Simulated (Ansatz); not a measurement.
The elements of this relaxed trial crystal are hidden behind letters.

```
lattice vectors (Å)
   4.3094    0.0000    0.0000
   0.0000    4.3094    0.0000
   0.0000    0.0000    5.7666
fractional positions
X 0.0000 0.0000 0.5000
Z 0.5000 0.5000 0.0000
Z 0.0000 0.0000 0.0000
Q 0.5000 0.5000 0.5000
Q 0.0000 0.5000 0.0000
Q 0.5000 0.0000 0.0000
```

Computed with DFT PBE, scalar-relativistic, plane waves, PAW in Ansatz. The final run on the 6-atom cell used 420 eV, a Γ-centred 10×10×8 mesh, 0.10 eV smearing and collinear spin.

* Space group: P4/mmm (No. 123)
* Conventional cell: a = 4.309 Å, c = 5.767 Å
* Volume per atom: 17.85 Å³
* Density: 4.10 g/cm³
* Formation energy: −0.33 eV/atom
* Gap on the 10×10×8 mesh of the 6-atom cell: 0 eV (a metal)
* Net moment per atom: 0.08 μB

Energies are uncorrected and count from the elements' standard states at the same level.

**Question.** X is an s-block element of period 4, Z is a d-block element of period 5 and Q is a p-block element of period 2. Which elements are they?

**Answer.** X = Ca, Z = Zr, Q = N, so the formula is CaZr2N3. Density times volume gives a mean mass of 4.10 × 17.85/1.6605 = 44.1 u per atom, and this set has 44.1 u. Ca is surrounded by 2 Zr at 2.88 Å, 4 N at 3.05 Å and 8 N at 3.60 Å; Zr on its first site has 4 N at 2.15 Å, 2 N at 2.88 Å and 4 Zr at 3.05 Å; around N on a site of symmetry 4/mmm lie 2 Zr at 2.88 Å and 4 Ca at 3.05 Å; 2 more sites not described. Other sets within the hints have nearly the same mass, so mass alone doesn't settle it; this one was computed.

Another magnetic order may lie lower. A structure relaxed within its symmetry needn't be a true minimum. Another cell of CaZr2N3 relaxed alike but without spin, in Cmmm, lies 0.99 eV/atom lower, so this cell isn't the stable form at this level.
